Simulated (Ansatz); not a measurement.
Here is an unrelaxed guess for BiCCl.

```yaml
crystal:
  lattice:
    - [4.47635, 0.00000, 0.00000]
    - [-2.23818, 3.87664, 0.00000]
    - [0.00000, 0.00000, 8.03651]
  atoms:
    - { symbol: Bi, position: [0.66667, 0.33333, 0.25000] }
    - { symbol: Bi, position: [0.33333, 0.66667, 0.75000] }
    - { symbol: C, position: [0.00000, 0.00000, 0.50000] }
    - { symbol: C, position: [0.00000, 0.00000, 0.00000] }
    - { symbol: Cl, position: [0.33333, 0.66667, 0.25000] }
    - { symbol: Cl, position: [0.66667, 0.33333, 0.75000] }
```

All numbers below come from DFT PBE, scalar-relativistic, plane waves, PAW (Ansatz 0.2.0). Cutoff 420 eV; k points 6×6×2 on the computed 6-atom cell (Γ-centred); Gaussian smearing, width 0.10 eV; no spin polarisation.

Formation energies are uncorrected and refer to the elements' standard structures at the same level (Cl₂ as a molecule).

Problem. What does a single point on this coarse mesh give?

Solution. The pressure is 3.3 GPa (the mean over three directions, positive in compression), the largest force is 0.00 eV/Å (symmetry fixes the atoms), and the energy is +2.18 eV/atom against the elements. The shortest distance is 2.58 Å.

Problem. Is it a good guess?

Solution. A rough one: relaxing gains about 0.30 eV/atom (the start's value is from the coarse mesh, so the gain is rough) in 16 ionic steps and ends at +1.87 eV/atom on the finer mesh. The symmetry stays P6_3/mmc (No. 194). The volume per atom shrinks by 13.5 %, from 23.2 to 20.1 Å³. The shortest distance goes from 2.58 Å (Bi–Cl) to 2.83 Å (Bi–Cl and C–C). The ratio c/a of the conventional cell changes by a factor of 0.64. Conventional cell: a = 4.959 Å, c = 5.667 Å. Around Bi lie 5 Cl at 2.83–2.86 Å and 6 C at 3.19 Å; around C lie 2 C at 2.83 Å, 6 Bi at 3.19 Å and 6 Cl at 3.19 Å (long against the sum of covalent radii); around Cl lie 5 Bi at 2.83–2.86 Å and 6 C at 3.19 Å.

The last run used a 12×12×8 mesh (in the run's order of axes) for its 6-atom cell and Gaussian smearing of 0.10 eV. Spin–orbit coupling, which can matter for Bi, is left out. The reference form of C is held partly by dispersion forces, which this level lacks. The relaxation can't lower the symmetry of the start, and the grade says only how near the guess is to its own end. Symmetry constrained the relaxation, so the result can be a saddle point.
